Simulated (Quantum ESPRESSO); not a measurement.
pw.x input (Quantum ESPRESSO 7.5; PBEsol, PseudoDojo standard norm-conserving files, scalar-relativistic):

```
&CONTROL
  calculation = 'scf'
  pseudo_dir = './pseudo'
  outdir = './out'
  tprnfor = .true.
  tstress = .true.
/
&SYSTEM
  ibrav = 0
  nat = 6
  ntyp = 2
  ecutwfc = 92.0
  ecutrho = 368.0
  occupations = 'smearing'
  smearing = 'fd'
  degauss = 0.002
  nbnd = 52
/
&ELECTRONS
  conv_thr = 6e-10
/
ATOMIC_SPECIES
O 15.9990 O.upf
Cu 63.5460 Cu.upf
CELL_PARAMETERS angstrom
  4.246700000000   0.000000000000   0.000000000000
  0.000000000000   4.246700000000   0.000000000000
  0.000000000000   0.000000000000   4.246700000000
ATOMIC_POSITIONS crystal
O   0.500000000000   0.500000000000   0.500000000000
O   0.000000000000   0.000000000000   0.000000000000
Cu   0.250000000000   0.250000000000   0.750000000000
Cu   0.250000000000   0.750000000000   0.250000000000
Cu   0.750000000000   0.750000000000   0.750000000000
Cu   0.750000000000   0.250000000000   0.250000000000
K_POINTS automatic
6 6 6 0 0 0
```

End of the output:

```

[...]
     the Fermi energy is    11.6373 ev
!    total energy              =   -1581.44132306 Ry
     estimated scf accuracy    <          2.6E-10 Ry
     smearing contrib. (-TS)   =      -0.00000010 Ry
     internal energy E=F+TS    =   -1581.44132295 Ry
     The total energy is F=E-TS. E is the sum of the following terms:
     one-electron contribution =   -1032.49285578 Ry
     hartree contribution      =     555.48003940 Ry
     xc contribution           =    -201.23122482 Ry
     ewald contribution        =    -903.19728176 Ry
     convergence has been achieved in  11 iterations
     Forces acting on atoms (cartesian axes, Ry/au):
     atom    1 type  1   force =     0.00000000    0.00000000    0.00000000
     atom    2 type  1   force =     0.00000000    0.00000000    0.00000000
     atom    3 type  2   force =    -0.00000000   -0.00000000    0.00000000
     atom    4 type  2   force =     0.00000000    0.00000000    0.00000000
     atom    5 type  2   force =    -0.00000000    0.00000000    0.00000000
     atom    6 type  2   force =    -0.00000000    0.00000000    0.00000000
     Total force =     0.000000     Total SCF correction =     0.000000
     Computing stress (Cartesian axis) and pressure
          total   stress  (Ry/bohr**3)                   (kbar)     P=      -22.83
  -0.00015519   0.00000000   0.00000000          -22.83        0.00        0.00
   0.00000000  -0.00015519   0.00000000            0.00      -22.83        0.00
   0.00000000   0.00000000  -0.00015519            0.00        0.00      -22.83
```
In a gapped system the printed Fermi energy is only some level inside the gap.

Geometry of the Materials Project entry, not relaxed at this level.
